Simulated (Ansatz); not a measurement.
Here is the system:

Starting cell, AlN (wurtzite):

```xyz
8
Lattice="3.1298 0.0000 0.0000 -1.5649 2.7105 0.0000 0.0000 0.0000 10.0347" Properties=species:S:1:pos:R:3 pbc="T T T"
Al     1.5649     0.9035     0.0169
Al     1.5649     0.9035     5.0342
Al     0.0000     1.8070     2.5256
Al     0.0000     1.8070     7.5429
N      1.5649     0.9035     3.1199
N      1.5649     0.9035     8.1372
N      0.0000     1.8070     0.6113
N      0.0000     1.8070     5.6286
```

A phonon eigenvector at A = (0.0, 0.0, 0.5) is frozen into this cell: atom i moves by Q times the vector below, so Q is the largest atomic displacement, in Å. The cell is held. It is one choice among 2 degenerate patterns. (q is in reciprocal vectors of the primitive cell; the cell shown is doubled to hold the pattern.)

```csv
atom,x,y,z
Al1,0.000,0.000,-0.474
Al2,0.000,0.000,0.474
Al3,0.000,0.000,-0.167
Al4,0.000,0.000,0.167
N5,0.000,0.000,-0.425
N6,0.000,0.000,0.425
N7,0.000,0.000,1.000
N8,0.000,0.000,-1.000
```

The numbers are results of PBE (plane waves to 420 eV, PAW, scalar-relativistic; Ansatz, a quantum-chemistry and plane-wave program), not measurements. k mesh 12×12×4 (Γ-centred), Fermi-Dirac smearing 0.05 eV. E stands for the smeared free energy. AlN was relaxed with its symmetry unable to fall. The PAW data are Ansatz's earlier set. The zero of ΔE is the undisplaced structure.

The scan covers Q from -0.280 to 0.280 Å in 13 points.

**Question.** Is this a single well or a double well?

**Answer.** A single well with its minimum at or next to zero displacement.

**Question.** Which space group does the distorted structure have?

**Answer.** P3m1 (No. 156), lowered from P6_3mc.

**Question.** What is the energy change at Q = 0.280 Å?

**Answer.** 4414 meV/cell.

**Question.** What harmonic wavenumber does the curvature at Q = 0 give?

**Answer.** 804 cm⁻¹.

(For displaced atoms, the force is minus the slope of the energy, and its curvature is a force constant, which sets phonon frequencies.)
